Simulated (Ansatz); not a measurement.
Relativity in Ag

```
Ag
1.0
     0.00000    2.04310    2.04310
     2.04310    0.00000    2.04310
     2.04310    2.04310    0.00000
Ag
1
Direct
  0.00000 0.00000 0.00000
```

The cell is COD entry 9008459, as deposited and not checked against the literature; nothing was relaxed.

One fixed cell is solved with PBE by frozen-core PAW in Ansatz 0.2.0 under different relativistic treatments. Pressure is positive in compression.

Settings: a Γ-centred 15×15×15 k mesh, Fermi–Dirac smearing of 0.03 eV, cutoff 420 eV, no spin polarisation.

Order the settings by the pressure that they give at this fixed cell, lowest first.
A. scalar-relativistic
B. with spin–orbit coupling

B (4.40 GPa), A (4.55 GPa).

```
                 setting  P (GPa)  lowest level at Γ above −25 eV, from the valence-band top or, without a gap, the Fermi level (eV)
     scalar-relativistic     4.55                                                                                              -7.94
with spin–orbit coupling     4.40                                                                                              -7.94
```
